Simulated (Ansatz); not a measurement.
CrGe (rock salt, Fm-3m) under volume change, plane-wave PAW PBE (Ansatz code), scaled uniformly.

```
V (Å³/atom)  E − E(relaxed) (meV/atom)  P (GPa)
-----------  -------------------------  -------
14.348                            50.6    12.64
14.821                            21.0     7.59
15.294                             4.9     3.42
15.767                             0.0     0.00
16.240                             4.6    -3.04
16.713                            17.4    -5.46
17.186                            36.1    -7.21
```

Question: What does a third-order Birch–Murnaghan fit give for V₀, B₀ and B′?

Answer: V₀ = 15.75 Å³/atom, B₀ = 106 GPa, B′ = 5.3.

The cell is a constructed one: a structure type filled with these elements; neither database checked (COD, Materials Project) lists it. Whether it is the stable phase at ambient conditions was not checked. Symmetry was held in the PBE relaxation; its stability against distortions is not shown here. Magnetic state: ferromagnetic, chosen from 3 collinear starts compared on coarse meshes (ties went to the first, and starts can fall back to one state), not a proven ground state.

Potentials: the later of the program's two PAW sets.
